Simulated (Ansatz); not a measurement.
YbBi in the CsCl-type structure

Level of theory: DFT, PBE+U (U_eff = 6 eV on Yb 4f), scalar-relativistic, collinear spin; plane waves to 420 eV with PAW datasets (Ansatz 0.2.0), 8×8×8 k-mesh, Gaussian smearing of 0.05 eV; PAW files: Ansatz's generated set soft_2.

```yaml
crystal:
  lattice:
    - [3.97826, 0.00000, 0.00000]
    - [0.00000, 3.97826, 0.00000]
    - [0.00000, 0.00000, 3.97826]
  atoms:
    - { symbol: Yb, position: [0.00000, 0.00000, 0.00000] }
    - { symbol: Bi, position: [0.50000, 0.50000, 0.50000] }
```

This is a trial structure: such lanthanide and actinide compounds mostly take the rock-salt structure.

Magnetic state: non-magnetic, site spin moments none.

The run above is the reference. The same cell was run again with other input settings; several of them aren't fit for production, so the rows show the settings' effect and aren't properties of the material.

```tsv
keys changed	outcome	ΔE (meV/atom)	P (GPa)	gap on the mesh (eV)	cell moment (μB)	largest force component (eV/Å)	SCF iterations	rough core-seconds	new warnings
none (reference)	converged	0.0	0.0	metal	0.00	0.000	–	–	–
scf.n_extra_bands: 2; kpoints.mp_grid.grid: [8, 8, 8] → [3, 3, 3]	converged	29.8	-0.3	metal	0.00	0.000	44	24	moment headroom below auto; open shell order search
scf.mixing.preconditioner: "kerker"; hamiltonian.xc: "pbe" → "rpbe"	converged	–	1.7	metal	0.00	0.000	27	100	–
kpoints.mp_grid.grid: [8, 8, 8] → [4, 4, 4]	converged	-44.7	-0.3	metal	-0.11	0.000	33	27	–
basis.xc_grid: 3	converged	0.0	0.0	metal	0.00	0.000	34	100	–
```

ΔE is the energy with the smearing extrapolated to zero. It is left out where the change alters the Hamiltonian or the spin treatment. The varied runs start from atomic densities (corrected by the program's trained start where that serves), with the default search for lower states unless a row changes it.

(1) What happens with these changes: hamiltonian.xc: "pbe" → "lda"?

(2) What happens with these changes: scf.occupations.width: 0.05 → null; scf.occupations.method: "gaussian" → "tetrahedron"?

Answers:

(1) outcome converged, P (GPa) -4.1, gap on the mesh (eV) metal, cell moment (μB) 0.00, largest force component (eV/Å) 0.000, SCF iterations 38, rough core-seconds 110.

(2) outcome converged, ΔE (meV/atom) 6.4, P (GPa) 0.0, gap on the mesh (eV) metal, cell moment (μB) 0.00, largest force component (eV/Å) 0.000, SCF iterations 16, rough core-seconds 15, new warnings band table not solved further; tetrahedron derivatives may miss energy slope.

3 further runs (cut off, refused for memory, with changed atoms or starts, or in doubt) are left out.

Of the reference: Scalar-relativistic only: spin–orbit splittings of the heavy atoms' levels are missing. The run wasn't fully tested for a lower electronic state. The run holds 1.0 f electrons more on Yb than the trivalent ion has, so it is divalent here. In such compounds it is trivalent as a rule, so this state is likely an artefact, and the extra f charge swells the ion.
